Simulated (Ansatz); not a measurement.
YZn$_{5}$:
```cif
data_YZn5
_chemical_formula_sum 'Y1 Zn5'
_space_group_name_H-M_alt 'P 1'
_space_group_IT_number 1
_cell_length_a 5.26783
_cell_length_b 5.26783
_cell_length_c 4.13129
_cell_angle_alpha 90.000
_cell_angle_beta 90.000
_cell_angle_gamma 120.000
loop_
_space_group_symop_operation_xyz
  'x, y, z'
loop_
_atom_site_label
_atom_site_type_symbol
_atom_site_fract_x
_atom_site_fract_y
_atom_site_fract_z
_atom_site_occupancy
Y1 Y 0.00000 0.00000 0.00000 1
Zn1 Zn 0.00000 0.50000 0.50000 1
Zn2 Zn 0.50000 0.00000 0.50000 1
Zn3 Zn 0.50000 0.50000 0.50000 1
Zn4 Zn 0.33333 0.66667 0.00000 1
Zn5 Zn 0.66667 0.33333 0.00000 1
```

Relaxed with r²SCAN.

Which orbitals make up the states near the Fermi level in r²SCAN in the plane-wave PAW code Ansatz?

Within 0.5 eV of the Fermi level: Y 4d 48 %, Zn 4s 6 %, outside the projected shells 42 %. Projections are on Löwdin-orthogonalised atomic valence shells; empty p or d shells of many metals are not among them.

Tabulate the density of states.

States/eV per cell of 6 atoms, in 0.25 eV bins, energy from the Fermi level.

| E (eV) | total | Zn 3d | Y 4d | Zn 4s |
|---|---|---|---|---|
| -7.85 | 29.16 | 27.95 | 0.15 | 0.71 |
| -7.60 | 33.66 | 32.75 | 0.11 | 0.61 |
| -7.35 | 46.43 | 45.50 | 0.14 | 0.66 |
| -7.10 | 17.96 | 17.16 | 0.09 | 0.64 |
| -6.85 | 2.24 | 1.33 | 0.11 | 0.73 |
| -6.60 | 1.49 | 0.55 | 0.13 | 0.73 |
| -6.35 | 1.14 | 0.34 | 0.11 | 0.63 |
| -6.10 | 1.04 | 0.25 | 0.10 | 0.61 |
| -5.85 | 1.18 | 0.24 | 0.13 | 0.71 |
| -5.60 | 1.20 | 0.21 | 0.13 | 0.74 |
| -5.35 | 0.79 | 0.12 | 0.09 | 0.52 |
| -5.10 | 1.04 | 0.14 | 0.10 | 0.67 |
| -4.85 | 1.06 | 0.12 | 0.11 | 0.64 |
| -4.60 | 1.13 | 0.12 | 0.12 | 0.65 |
| -4.35 | 1.26 | 0.12 | 0.14 | 0.69 |
| -4.10 | 1.40 | 0.12 | 0.16 | 0.74 |
| -3.85 | 1.31 | 0.11 | 0.16 | 0.69 |
| -3.60 | 1.36 | 0.10 | 0.17 | 0.71 |
| -3.35 | 1.62 | 0.12 | 0.22 | 0.86 |
| -3.10 | 1.61 | 0.11 | 0.28 | 0.79 |
| -2.85 | 1.82 | 0.12 | 0.40 | 0.81 |
| -2.60 | 1.71 | 0.10 | 0.42 | 0.67 |
| -2.35 | 1.75 | 0.09 | 0.48 | 0.61 |
| -2.10 | 2.11 | 0.09 | 0.65 | 0.59 |
| -1.85 | 1.91 | 0.07 | 0.49 | 0.50 |
| -1.60 | 1.87 | 0.06 | 0.48 | 0.40 |
| -1.35 | 2.45 | 0.06 | 0.75 | 0.37 |
| -1.10 | 2.67 | 0.06 | 1.07 | 0.27 |
| -0.85 | 2.86 | 0.06 | 1.16 | 0.23 |
| -0.60 | 2.13 | 0.05 | 0.86 | 0.16 |
| -0.35 | 1.90 | 0.04 | 0.81 | 0.14 |
| -0.10 | 1.78 | 0.04 | 0.81 | 0.11 |
| 0.15 | 1.74 | 0.03 | 0.89 | 0.09 |
| 0.40 | 1.44 | 0.03 | 0.84 | 0.07 |
| 0.65 | 1.54 | 0.03 | 0.98 | 0.09 |
| 0.90 | 1.44 | 0.03 | 0.83 | 0.12 |
| 1.15 | 2.42 | 0.06 | 1.38 | 0.24 |
| 1.40 | 2.49 | 0.06 | 1.25 | 0.42 |
| 1.65 | 1.88 | 0.04 | 0.91 | 0.36 |
| 1.90 | 2.44 | 0.04 | 1.10 | 0.46 |
| 2.15 | 2.86 | 0.05 | 1.31 | 0.43 |
| 2.40 | 3.21 | 0.05 | 1.56 | 0.46 |
| 2.65 | 3.48 | 0.05 | 1.81 | 0.51 |
| 2.90 | 3.43 | 0.04 | 1.51 | 0.70 |
| 3.15 | 2.67 | 0.03 | 1.18 | 0.59 |
| 3.40 | 2.22 | 0.02 | 0.83 | 0.61 |
| 3.65 | 2.26 | 0.02 | 0.80 | 0.70 |
| 3.90 | 3.39 | 0.03 | 1.19 | 1.03 |
| 4.15 | 2.90 | 0.02 | 1.01 | 0.85 |
| 4.40 | 3.21 | 0.02 | 1.20 | 0.68 |
| 4.65 | 4.81 | 0.02 | 1.47 | 1.05 |
| 4.90 | 2.66 | 0.01 | 0.70 | 0.47 |

Space group P6/mmm. The first step of the workflow began from a Materials Project structure, measured or hypothetical; the Crystallography Open Database files this formula in space group No. 191, but the cells were not matched. Its standing as an ambient phase is unchecked. The cell was relaxed with r²SCAN under the symmetry of its start; whether a distortion lowers the energy is not shown. The run is not spin-polarised. Scalar-relativistic: spin–orbit coupling is off unless named, which matters more the heavier the elements.

Potentials: the later of the program's two PAW sets.
